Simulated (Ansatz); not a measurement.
Task: Sn (β-Sn type, I4_1/amd) is relaxed with r²SCAN (plane waves, PAW; program Ansatz). What lattice parameters of the conventional cell result?

Result: a = 5.858 Å, c = 3.215 Å.

The r²SCAN relaxation kept the symmetry of its start. Axis ratios of metals converge slowly with the k-mesh, so a and c are less sure than the volume. Scalar-relativistic: spin–orbit coupling is off unless named, which matters more the heavier the elements.

Potentials: the later of the program's two PAW sets.
